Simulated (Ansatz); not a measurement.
Na:
```
CELL_PARAMETERS angstrom
      3.77184     0.00000     0.00000
     -1.88592     3.26651     0.00000
      0.00000     0.00000    12.24487
ATOMIC_POSITIONS crystal
  Na 0.00000 0.00000 0.00000
  Na 0.00000 0.00000 0.50000
  Na 0.33333 0.66667 0.25000
  Na 0.66667 0.33333 0.75000
```

Relaxed with r²SCAN. Special points in fractions of this cell's reciprocal vectors: Γ (0.000, 0.000, 0.000); M (0.500, 0.000, 0.000); K (0.333, 0.333, 0.000); A (0.000, 0.000, 0.500); L (0.500, 0.000, 0.500); H (0.333, 0.333, 0.500).

Task: List the band energies nearest the Fermi level at these points for r²SCAN (plane waves, PAW; program Ansatz).

Result: In eV from the Fermi level; about four levels below and three above (degenerate sets whole), none deeper than 8.9 eV; points with the same levels are listed once.

| k | below | above |
|---|---|---|
| Γ | -3.48 -2.38 -2.38 | 0.51 1.18 5.97 |
| M | – | 0.21 0.33 1.03 |
| K | – | 1.38 1.38 1.60 |
| A | -3.20 -3.20 -1.04 -1.04 | 3.21 3.21 9.12 9.12 |
| L | – | 0.40 0.40 0.68 0.68 |
| H | – | 1.49 1.49 1.81 1.81 |

Space group P6_3/mmc (dhcp (α-La type)). The workflow started from a Materials Project entry (that database holds measured and hypothetical structures alike); the Crystallography Open Database files this formula in space group No. 194, but the cells were not matched. It is not the phase usual at ambient conditions (space group No. 229). The r²SCAN relaxation kept the symmetry of its start; its stability against distortions is not shown here.

Potentials: the later of the program's two PAW sets.
